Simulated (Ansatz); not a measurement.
**Field gradients at the nuclei of ScF$_{3}$**

```xyz
4
Lattice="4.0125 0.0000 0.0000 0.0000 4.0125 0.0000 0.0000 0.0000 4.0125" Properties=species:S:1:pos:R:3 pbc="T T T"
Sc    0.0000    0.0000    0.0000
F     2.0062    0.0000    0.0000
F     0.0000    2.0062    0.0000
F     0.0000    0.0000    2.0062
```

Atom numbers follow the list: Sc1, F2, F3, F4.

The geometry is COD entry 4127282, unchecked; take it as a test cell.

All numbers are computed: DFT, LDA, all-electron PAW with datasets made for the crystal, scalar-relativistic (Ansatz 0.2.0); DFT, LDA, PAW with Ansatz's default frozen-core files, scalar-relativistic (Ansatz 0.2.0).

For the crystal-made all-electron datasets (AE datasets): a Γ-centred 6×6×6 k mesh, Fermi–Dirac smearing of 0.02 eV, cutoff 400 eV (chosen by the program for this cell), no spin polarisation. PAW takes a cutoff of 420 eV at this cell (files made with PBE, cores remade for this functional). The Ansatz runs share mesh, smearing and spin set-up.

Vzz is the principal value of largest size of the traceless field-gradient tensor, in 10²¹ V/m², and η = (Vxx − Vyy)/Vzz with |Vzz| ≥ |Vyy| ≥ |Vxx|.

```tsv
site	site symmetry	Vzz (η), AE datasets	Vzz (η), PAW
Sc1	m-3m	0 (under 0.004)	0 (under 0.004)
F2	4/mm.m	?	?
```

(1) What belongs in the row "F2", column "Vzz (η), PAW"?

(2) What belongs in the row "F2", column "Vzz (η), AE datasets"?

Answers

(1) 5.75 (η = 0.00).

(2) 5.69 (η = 0.00).
